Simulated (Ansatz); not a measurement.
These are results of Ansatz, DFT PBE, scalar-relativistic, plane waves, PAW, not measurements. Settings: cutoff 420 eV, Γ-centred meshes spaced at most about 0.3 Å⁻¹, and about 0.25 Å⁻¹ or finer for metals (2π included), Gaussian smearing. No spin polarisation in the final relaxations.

All energies are static (0 K, no zero-point motion). All come from trial cells, and lower structures may exist.

Question: Order these relaxed structures of ZrW by energy, lowest first, with the energy over the lowest of them.
A.

```
CELL_PARAMETERS angstrom
2.87579 0.00000 0.00000
-1.43789 2.49051 0.00000
0.00000 0.00000 5.30178
ATOMIC_POSITIONS crystal
Zr 0.00000 0.00000 0.00000
W 0.33333 0.66667 0.50000
```

B.

```
CELL_PARAMETERS angstrom
1.65463 -2.37258 0.00000
1.65463 2.37258 0.00000
0.00000 0.00000 4.73654
ATOMIC_POSITIONS crystal
Zr 0.00000 0.00000 0.50000
W 0.50000 0.50000 0.00000
```

Answer: B (0 meV/atom), A (273 meV/atom). Forms: B Cmmm; A P-6m2. Counting all near atoms (those within 1.25 times the shortest distance at each site; a plus sign parts nearer from farther groups): B has Zr 8+6, W 8+6; A has Zr 12, W 12. Even the lowest lies +0.20 eV/atom against the elements.

Spin–orbit coupling, which can matter for W, is left out. Cells relaxed within their symmetry can be saddle points. The Cmmm cell of ZrW came from shaking the P-6m2 one. Some types were kept out of the candidates beforehand, so the set may lack a known form.
